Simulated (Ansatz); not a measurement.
ZrO2:
```xyz
12
Lattice="5.1276 0.0000 0.0000 0.0000 5.2116 0.0000 -0.8832 0.0000 5.2214" Properties=species:S:1:pos:R:3 pbc="T T T"
Zr     3.0083     4.9860     4.1275
Zr     1.2361     0.2256     1.0939
Zr     0.7945     2.3802     3.7046
Zr     3.4499     2.8313     1.5168
O     -0.3838     0.8518     4.3927
O      4.6282     4.3598     0.8288
O      4.1866     3.4575     3.4395
O      0.0578     1.7540     1.7820
O      2.8091     1.3431     0.1071
O      1.4353     3.8684     5.1143
O      1.8769     3.9489     2.5036
O      2.3675     1.2626     2.7178
```

PBEsol (plane waves, PAW; program Ansatz) gives a gap of 3.60 eV without spin–orbit coupling, maximum at Γ, minimum at Y2.

What happens when spin–orbit coupling is switched on?

The gap hardly moves, to 3.60 eV; maximum at Γ, minimum at Y2.

Give the electron effective mass with spin–orbit coupling.

0.98, 0.98, 12 mₑ (principal values).

Give the hole effective mass with spin–orbit coupling.

1.9, 2.1, 17 mₑ (principal values).

Space group P2_1/c. The PBEsol relaxation kept the symmetry of its start. The run is not spin-polarised.

Potentials: the earlier of the program's two PAW sets.
